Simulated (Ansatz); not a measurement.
Below is a relaxed structure of TaSBr. The cell was found from a structure generator's guess, not taken from experiment.

Theory: DFT PBE, scalar-relativistic, plane waves, PAW in Ansatz 0.2.0. Cutoff 420 eV, Γ-centred mesh, Gaussian smearing, no spin polarisation.

```
Ta S Br
1.0
     3.49216    0.00000    0.00000
     0.00000    3.49216    0.00000
     0.00000    0.00000    5.22095
Ta S Br
1 1 1
Cartesian
  1.7461 1.7461 2.6105
  0.0000 0.0000 2.6105
  1.7461 1.7461 0.0000
```

The zero of energy is the elements' standard structures at the same level; no fitted shifts are applied. The references include crystalline Br.

(1) What space group does it have?

(2) How far does it lie from the elements in energy?

(3) Is it a metal?

Answers

(1) P4/mmm (No. 123). Conventional cell: a = 3.492 Å, c = 5.221 Å. Ta has 4 S at 2.47 Å and 2 Br at 2.61 Å; S has 4 Ta at 2.47 Å; Br has 2 Ta at 2.61 Å.

(2) −0.52 eV/atom. It lies below the elements, which doesn't yet make it stable against other compounds or structures.

(3) Yes, bands cross the Fermi level on the 14×14×10 mesh.

The last run used a 14×14×10 mesh (in the run's order of axes) for its 3-atom cell and Gaussian smearing of 0.10 eV. These runs have no spin–orbit coupling, which can matter for Ta. The reference forms of Br and S are held partly by dispersion forces, which this level lacks. Symmetry constrained the relaxation, so the result can be a saddle point.
